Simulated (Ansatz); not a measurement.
The start is a relaxed FeNi cell, doubled along one cell vector, shaken by Gaussian noise of σ = 0.08 Å a coordinate. The cell and all atomic positions are relaxed at zero pressure with PBE (plane waves to 420 eV, PAW, scalar-relativistic; Ansatz, a first-principles code). The first steps use a coarse 8×15×4 k-mesh.

Input geometry:
```yaml
crystal:
  lattice:
    - [5.02714, 0.00000, 0.00000]
    - [-1.25678, 2.17682, 0.00000]
    - [0.00000, 0.00000, 8.26852]
  atoms:
    - { symbol: Fe, position: [0.31531, 0.27735, 0.74520] }
    - { symbol: Fe, position: [0.84338, 0.42772, 0.74244] }
    - { symbol: Fe, position: [0.15529, 0.67135, 0.25403] }
    - { symbol: Fe, position: [0.68368, 0.70901, 0.23980] }
    - { symbol: Ni, position: [0.00033, 0.93285, 0.01716] }
    - { symbol: Ni, position: [0.49959, 0.99955, 0.00834] }
    - { symbol: Ni, position: [0.01149, 0.98244, 0.51538] }
    - { symbol: Ni, position: [0.48045, 0.97440, 0.49364] }
```
Spin-polarised start, with parallel moments on Fe.

Q: How large is the pressure on the unrelaxed cell, and of which sign?

A: +5.3 GPa (positive: the cell is compressed).

Q: Which atoms feel the largest initial force, and how large is it?

A: 2.47 eV/Å, on Fe2 (atoms numbered as listed).

Q: How much energy is released per atom?

A: 0.11 eV/atom.

Q: Does it find its way back to the structure it was made from?

A: The parent structure is recovered, P6₃/mmc (No. 194).

Q: What band gap does the relaxed structure have at this level?

A: Zero (metallic).

Final values are on a 21×21×6 k-mesh of the relaxed cell. Spin state reached: ferromagnetic (net 1.60 μB/atom), from parallel starting moments; other spin orders were not run from this start.

The relaxed structure here is a generated cell of FeNi: the first start was made by placing the elements on the sites of a structure type, and the end was not matched to a known phase here, so it may be hypothetical.
